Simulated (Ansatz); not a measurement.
## Ionic part of the dielectric constant of Na$_{2}$WO$_{4}$, mode by mode

Theory: DFT PBEsol, scalar-relativistic, plane waves, PAW (Ansatz). Cutoff 420 eV, 4×4×4 k-points (Γ-centred), fixed occupations. No spin polarisation. Phonons by linear response, acoustic sum rule imposed.

It takes space group Fd-3m (No. 227, cubic). Conventional cell: a = 9.110 Å, b = 9.110 Å, c = 9.110 Å, α = 90.00°, β = 90.00°, γ = 90.00°. Na (site symmetry -3m) is surrounded by 6 O at 2.39 Å. Around W (site symmetry -43m) lie 4 O at 1.79 Å. Around O (site symmetry 3m) lie 1 W at 1.79 Å.

Spin–orbit coupling is left out, which matters for heavy elements.

The primitive cell has V = 189.00 Å³ and ε∞,xx = 2.867. Each polar mode adds Δε = (4.92064×10⁷/V)·S/ν² along x, with S its oscillator strength in e²/amu, ν in cm⁻¹ and V in Å³.

Q: From these modes, find each Δε and ε0,xx.
```
ν (cm⁻¹) S_xx (e²/amu)
   162.1        0.09956
   218.9         0.1979
   288.4         0.2286
   822.1          1.177
```

A:
```csv
ν (cm⁻¹),Δε
162.1,0.99
218.9,1.08
288.4,0.72
822.1,0.45
```

The sum is 3.231, so ε0,xx = 6.10; the run's tensor has 6.10.

Q: Where do the longitudinal modes lie for a wave vector along x?

A: At 173, 242, 331, 889 cm⁻¹. The Lyddane–Sachs–Teller product Π(ν_LO/ν_TO)² = 2.13 matches ε0/ε∞ = 2.13.

Cost: 1 run of about 2.8 core-minutes, on Intel Xeon Platinum 8581C (Emerald Rapids) (shared hosts).